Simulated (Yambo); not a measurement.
```xyz
4
Lattice="4.2991 0.0000 0.0000 -2.1496 3.7232 0.0000 0.0000 0.0000 5.0620" Properties=species:S:1:pos:R:3 pbc="T T T"
H      2.1496     1.2411     0.6305
Al     2.1496     1.2411     2.3758
Si     0.0000     2.4821     2.7542
Ba     0.0000     0.0000     0.0249
```

BaAlSiH (space group P3m1, No. 156): mean Im ε in 1 eV windows above the direct gap of 1.82 eV, for different electron-hole kernels (Yambo, broadening 0.15 eV, PBEsol (pw.x of Quantum ESPRESSO, ONCV potentials, without SOC) bands; 6×6×4 mesh, 5 valence and 12 conduction bands, static screening with 39 bands and a 4 Ry block, scissor 0.51 eV, Tamm-Dancoff; field along x).

| window (eV) | independent quasiparticles | RPA (no attraction) | BSE |
|---|---|---|---|
| 1.8 to 2.8 | 19 | 16 | 25 |
| 2.8 to 3.8 | 22 | 20 | 18 |
| 3.8 to 4.8 | 11 | 10 | 9.2 |
| 4.8 to 5.8 | 7.5 | 8.5 | 6.3 |
| 5.8 to 6.8 | 3.9 | 5.0 | 3.4 |
| 6.8 to 7.8 | 3.0 | 3.3 | 2.7 |

This run doesn't resolve bound excitons or single peaks, so only averages are given, and they too depend on the mesh; weight that the attraction moves below the gap isn't listed. All transitions below 9.22 eV are in the band window. The scissor comes from a G0W0 run whose convergence isn't established.

Geometry relaxed with PBEsol.

The structure is a Materials Project entry; no match was found in the copy of COD used, and its stability was not checked.
